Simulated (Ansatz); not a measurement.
input.yaml (Ansatz)

```yaml
crystal:
  lattice:
    - [-1.7643137138, 1.7642005621, 1.2056299072]
    - [1.7642005621, -1.7643137138, 1.2056299072]
    - [2.858320998, 2.858320998, -1.2058371447]
  atoms:
    - { symbol: Cr, position: [0.9999965904, 3.4096e-06, 1.0], spin: 1.5 }
    - { symbol: Cr, position: [0.7500034096, 0.2499965904, 0.5], spin: 1.5 }
hamiltonian:
  xc: blyp
  pseudopotentials:
    kind: paw
    azcp:
      Cr: "pseudopotentials/Cr.paw.azcp"
basis:
  ecutwfc: 420
  fft_grid_basis: typed
kpoints:
  mp_grid: { grid: [24, 24, 13], shift: [0, 0, 0] }
magnetization:
  spin_polarized: true
scf:
  occupations: { method: fermi_dirac, width: 0.05 }
```

and its output:

```
Engine: ansatz 0.2.0, x86_64-unknown-linux-gnu
Pseudopotentials: kind: paw
Pseudopotential: Cr, paw, valence charge 14, recommended cutoff 420 eV (normal) 
Functional definition: BLYP
  parameter beta = 0.0042
  parameter a = 0.04918
  parameter b = 0.132
  parameter c = 0.2533
  parameter d = 0.349
  exchange = b88_x(beta = beta)
  correlation = lyp_c(a = a, b = b, c = c, d = d)
Crystal: 2 atoms, lattice volume = 24.319 Å³
Basis set: ecut = 420 eV, 457 PW (Γ), exchange–correlation on 40×40×60 points (8 copies of the dense FFT grid, shifted against one another)
Bands: 20, of which v1, the nominal top of the filled ones, is band 14 counted from 1 (13 counted from 0)
Symmetry: 4 space group operations
Space group: C2/c (ITA 15), of the structure as read, at distance tolerance 2.9e-5 Å
Magnetic group: BNS 15.85 (UNI 92), of the structure as read, at distance tolerance 2.9e-5 Å
k-points: 1957 of 7488
Non-local potential: Cr, projectors of the file, l = 0: 3, l = 1: 2, l = 2: 3, l = 3: 1
PAW form: soft (Blöchl's): semilocal exchange-correlation on the pseudo side does not see the compensation charge
PAW frozen core: Cr, regenerated for the run's functional, and the local potential with it (the file was generated under x = pbe(κ = 0.804, μ = 0.2195149727645171), c = pbe(β = 0.06672455060314922))
PAW one-centre angular grid: Cr, 590 points (default); XC on 64 Gauss nodes
Initial density: superposition of atomic densities (chi_scale 0.1, normalization cell)
Starting moments: Σ|m| = 3 μB on 2 of 2 sites
Initial wavefunctions: pseudopotential atomic-orbital guess
Functional: x = b88, c = lyp
SCF iter   1: F=—  HF=-6773.343566 eV  |F-HF|=—  |Δ(HF+E_count)|=         —  Δρ=2.10e-1 (↑2.10e-1 ↓6.46e-2)  dr2=8.93e0  dr2_m=2.89e0  M=0.097 μB ∫|m|=0.108 μB  β_m=0.30  ethr=3.10e-3  ⟨swp⟩=3.5  Hψ=275080  notcnv=0
Mixer restart at iter 1: flushing history
SCF iter   2: F=—  HF=-6770.045933 eV  |F-HF|=—  |Δ(HF+E_count)|=    3.30e0  Δρ=1.28e-1 (↑1.28e-1 ↓5.06e-2)  dr2=2.65e0  dr2_m=1.41e0  M=0.112 μB ∫|m|=0.113 μB  β_m=0.51  ethr=3.10e-3  ⟨swp⟩=2.2  Hψ=172517  notcnv=0  defer=2345
SCF iter   3: F=—  HF=-6768.798689 eV  |F-HF|=—  |Δ(HF+E_count)|=    1.25e0  Δρ=2.71e-2 (↑2.71e-2 ↓1.96e-2)  dr2=7.51e-2  dr2_m=9.94e-2  M=0.056 μB ∫|m|=0.057 μB  β_m=0.63  ethr=3.10e-3  ⟨swp⟩=2.8  Hψ=154484  notcnv=0  defer=2299
SCF iter   4: F=—  HF=-6768.815372 eV  |F-HF|=—  |Δ(HF+E_count)|=   1.67e-2  Δρ=3.95e-3 (↑2.22e-3 ↓3.95e-3)  dr2=6.73e-3  dr2_m=1.88e-4  M=0.004 μB ∫|m|=0.007 μB  β_m=0.82  ethr=2.68e-4  ⟨swp⟩=2.3  Hψ=154599  notcnv=0  defer=1060
SCF iter   5: F=—  HF=-6768.823755 eV  |F-HF|=—  |Δ(HF+E_count)|=   8.38e-3  Δρ=1.74e-4 (↑1.32e-4 ↓1.74e-4)  dr2=1.93e-6  dr2_m=4.09e-6  M=0.000 μB ∫|m|=0.001 μB  β_m=0.83  ethr=2.40e-5  ⟨swp⟩=2.0  Hψ=123437  notcnv=0  defer=1060
SCF iter   6: F=—  HF=-6768.823761 eV  |F-HF|=—  |Δ(HF+E_count)|=   6.71e-6  Δρ=6.65e-5 (↑6.65e-5 ↓2.93e-5)  dr2=2.70e-7  dr2_m=4.21e-7  M=0.000 μB ∫|m|=0.000 μB  β_m=0.91  ethr=6.89e-9  ⟨swp⟩=2.1  Hψ=134857  notcnv=0  defer=1060
SCF iter   7: F=—  HF=-6768.823762 eV  |F-HF|=—  |Δ(HF+E_count)|=   7.98e-7  Δρ=1.48e-5 (↑4.81e-6 ↓1.48e-5)  dr2=5.09e-8  dr2_m=1.17e-8  M=0.000 μB ∫|m|=0.000 μB  β_m=0.94  ethr=9.64e-10  ⟨swp⟩=2.0  Hψ=113519  notcnv=0  defer=1060
SCF iter   8: F=—  HF=-6768.823762 eV  |F-HF|=—  |Δ(HF+E_count)|=   5.24e-8  Δρ=1.21e-6 (↑1.15e-6 ↓1.21e-6)  dr2=7.56e-10  dr2_m=7.15e-11  M=-0.000 μB ∫|m|=0.000 μB  β_m=0.88  ethr=1.82e-10  ⟨swp⟩=2.1  Hψ=114880  notcnv=0  defer=1060
SCF iter   9: F=-6768.823762 eV  HF=-6768.823762 eV  |F-HF|=9.09e-13  |Δ(HF+E_count)|=  2.96e-10  Δρ=3.38e-7 (↑3.38e-7 ↓2.20e-7)  dr2=2.71e-11  dr2_m=9.87e-12  M=-0.000 μB ∫|m|=0.000 μB  ethr=2.70e-12  ⟨swp⟩=2.0  Hψ=243763  notcnv=0
SCF 1 converged in 9 iterations: F = -6768.823762 eV  dr2 = 2.71e-11
WARN: the starting moments were not kept: the SCF closed with an absolute magnetisation of 3.5e-6 μB, where they sum to 3 μB in size (2 sites). That is at most 0.1 of that sum. Measured as dr2_m measures the in/out step, that magnetisation stands 2.6e-12 eV from none, at or under the dr2_threshold of 1.0e-7 eV: it is no larger than a step whose dr2_m would equal this threshold. The system may hold no moment; this SCF shows only that its start led to no more than that. To try another start: raise the starting moments (crystal.atoms[].spin, magnetization.per_species, magnetization.initial_magnetization, or on a non-collinear deck that types none of these the spinor_matrix: blocks that start its atoms; where the total moment is fixed, keep their sum and leave initial_magnetization as it is; typed ones take the place of any that the run laid by itself, positive ones on a crystal's lanthanoids without a Hubbard term where scf.initial_density.shell_occupations: [] is typed) or, if the notice of its spin-set hold's release reads "site moments contracting" or "site moments show no strong build", lengthen the hold (scf.mixing.spin_hold: { on: { confirm: 4 } }; for m-r²SCAN on two components see the key's manual first). Each may lead to a state that holds a moment. A second SCF, from the converged charge density, with the starting moments and any scf.initial_density.shell_occupations laid on it anew, would have followed, and was not run: the deck does not ask for one (magnetization.retry_lost_moments is false, the default). To let it run, set magnetization.retry_lost_moments: true and run the deck again, where that key's refused combinations let it; where memory then withholds it, that run's warning says so.
SCF converged after 9 iterations
Magnetization: -0.0000 μB (14.0000 up, 14.0000 down)
Absolute magnetization: 0.0000 μB (∫|ρ↑−ρ↓|, with the PAW one-centre terms)
Spin contamination: 0.0000 ħ² per cell (⟨S²⟩ above its minimum at these occupations)
Per-site moments (μB) at R_I (Å): [(1.9617407242007785e-7, 0.9946446756302924), (1.9617407235431027e-7, 0.9946446756302924)]
Free energy (F): -6768.823762 eV
Harris-Foulkes:  -6768.823762 eV  (|F-HF|=9.09e-13)
Internal energy: -6768.808986 eV  (E = F + TS)
E sigma→0 (E₀):  -6768.816374 eV
Entropy (-TS):   -0.014776 eV (-7.388 meV/atom)
Fermi energy:    18.634173 eV
--- Per-component energies (eV) ---
  E_band       = -302.860489
  E_kinetic    = 687.105975
  E_local      = -2468.072782  (includes V_loc(G=0)·N_el)
  E_nonlocal   = 158.289990
  E_hartree    = 1075.023357
  E_xc         = -275.853272
  E_vxc        = -351.020472  (∫ρ·V_xc dr)
  E_paw        = -2408.950325  (= ΣΔE_a)
  E_vpaw       = -479.210970  (= ΣTr[D̂ρ^β])
  E_aug_tail   = 0.000792  (compensation charges beyond the density's cutoff)
  E_ewald      = -3536.382301
  E_core_change = 0.029581  (= ΣΔE_core)
  E_smearing   = -0.014776  (= −TS)
  E_closure    = 0.000000  (closes the sum)
  Σ components = -6768.823762   (vs F -6768.823762, Δ=0.00e0)
```
